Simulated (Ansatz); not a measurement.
A metal film that reacts with Ge consumes substrate; on a shallow junction the depth consumed per thickness of contact matters as much as the driving force.

The reference row is NiGe. 5 nm of metal is deposited and fully reacted. All products have no gap at this level.

Where the numbers come from (Ansatz, a plane-wave PAW program): volume per atom: r²SCAN, relaxed cell; metal volume, Ge volume: r²SCAN, the element in its room-temperature structure; ΔH_f: r²SCAN, 0 K, against the elements in the same set-up, no fitted corrections.

Runs started from generated or typed cells of the structure named: NiGe. Not checked to be the ambient phase: Rh2Ge (Pnma, oP12); RhGe (Pnma, oP8). No claim is made that these are known or stable phases: Rh5Ge3 (Pbam, oP16). Run without spin polarisation: NiGe. Spin–orbit coupling is left out unless named. No other phase of the formula is at hand at the same level beside Rh2Ge (Pnma, oP12), Rh5Ge3 (Pbam, oP16). ΔH_f counts from the lowest computed solid of each element: Ge (Fd-3m), Ni (Fm-3m, ferromagnetic), Rh (Fm-3m).

```
crystal                 Ge atoms per metal atom  V (Å³/atom)  V of the metal (Å³/atom)  V of Ge (Å³/atom)  ΔH_f (eV/atom)
----------------------  -----------------------  -----------  ------------------------  -----------------  --------------
Rh2Ge (Pnma, oP12)                        0.500        13.91                     13.72              22.83          −0.470
NiGe (Pnma), reference                    1.000        13.30                     10.52              22.83          −0.265
Rh5Ge3 (Pbam, oP16)                       0.600        14.18                     13.72              22.83          −0.475
RhGe (Pnma, oP8)                          1.000        15.09                     13.72              22.83          −0.561
```

The figures follow from the printed values by these rules: Ge consumed = metal thickness × y × V(Ge)/V(metal); product = metal thickness × (1 + y) × V/V(metal); ratio = consumed/product; volume change = product/(metal + consumed) − 1.

### Question
Compute Ge consumed, product thickness, Ge consumed per nm of product and volume change for Rh2Ge (Pnma, oP12), showing the steps.

### Answer

1. Ge consumed: 5 × 0.500 × 22.83/13.72 = 4.16 nm
2. product thickness: 5 × (1 + 0.500) × 13.91/13.72 = 7.60 nm
3. Ge consumed per nm of product: 4.16/7.60 = 0.55
4. volume change: 100 × (7.60/(5 + 4.16) − 1) = −17 %

### Question
Put the candidates in order of Ge consumed per nm of product, lowest first.

### Answer
The same steps for every row:

| crystal | Ge consumed (nm) | product thickness (nm) | consumed per nm of product | volume change (%) |
|---|---|---|---|---|
| Rh2Ge (Pnma, oP12) | 4.16 | 7.60 | 0.55 | −17 |
| NiGe (Pnma), reference | 10.85 | 12.64 | 0.86 | −20 |
| Rh5Ge3 (Pbam, oP16) | 4.99 | 8.27 | 0.60 | −17 |
| RhGe (Pnma, oP8) | 8.32 | 11.00 | 0.76 | −17 |

By Ge consumed per nm of product (lowest first): Rh2Ge (Pnma, oP12) (0.55 ± 0.017), Rh5Ge3 (Pbam, oP16) (0.60 ± 0.019), RhGe (Pnma, oP8) (0.76 ± 0.024), NiGe (0.86 ± 0.027). The ± follows from allowances picked for this note (volume per atom 1 %, 3 % for the model), carried to first order and added in quadrature; ≈ joins neighbours closer than their two ± added in quadrature. 3 of the 3 others clearly beat the reference on this figure.

Which phase forms first is kinetic; barrier heights, resistivities and agglomeration are not treated. Phases over 50 meV/atom above the lowest one at hand were not drawn (by r²SCAN where it compared them, else by the largest value; a layered or molecular lowest phase counts only with a dispersion term); other phases could lie lower still. Rows were sampled with a lean to familiar crystals, related or not, whatever their agreement with measurement; tables with many equal figures were not kept. Limits of the draw: ΔH_f under −0.03 eV/atom; for ΔH_f, runs without a dispersion term, no Mn, and elements whose lowest cell is their usual one. As a rule kept out of such tables: 4f compounds, open-shell compounds run without a Hubbard term, cells found unstable in the tests at hand, cells close to a higher symmetry, and runs set to a pressure or over 12 % in volume from the crystal's fullest run.
